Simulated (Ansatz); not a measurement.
Here is the system:

SnTePbSe:
```
SnTePbSe
1.0
    2.18986     1.26431     7.14712
   -2.18986     1.26431     7.14712
    0.00000    -2.52863     7.14712
Sn Te Pb Se
1 1 1 1
Direct
  0.50618   0.50618   0.50618
  0.75244   0.75244   0.75244
  0.99485   0.99485   0.99485
  0.24654   0.24654   0.24654
```

This is the PBEsol-relaxed structure. Tensor components refer to the Cartesian frame of this cell.

Problem. All from the program Ansatz at the PBEsol level (PAW), unless another level is named. Give the band gap.

Solution. 0.10 eV (smallest direct gap 0.11 eV).

Problem. Predict the formation energy from the elements (no fitted shifts).

Solution. -0.39 eV/atom.

Problem. Next, the valence-band maximum?

Solution. at F.

Problem. What about the conduction-band minimum?

Solution. off the standard path, at k = (-0.034, 0.474, 0.474).

Space group R3m. The workflow started from a Materials Project entry (that database holds measured and hypothetical structures alike); the Crystallography Open Database copy checked does not list it. Its standing as an ambient phase is unchecked. The PBEsol relaxation kept the symmetry of its start; its stability against distortions is not shown here. The references are the lowest solids computed at this level, not always the standard phases. Spin–orbit coupling is left out wherever it is not named.

Potentials: the later of the program's two PAW sets.
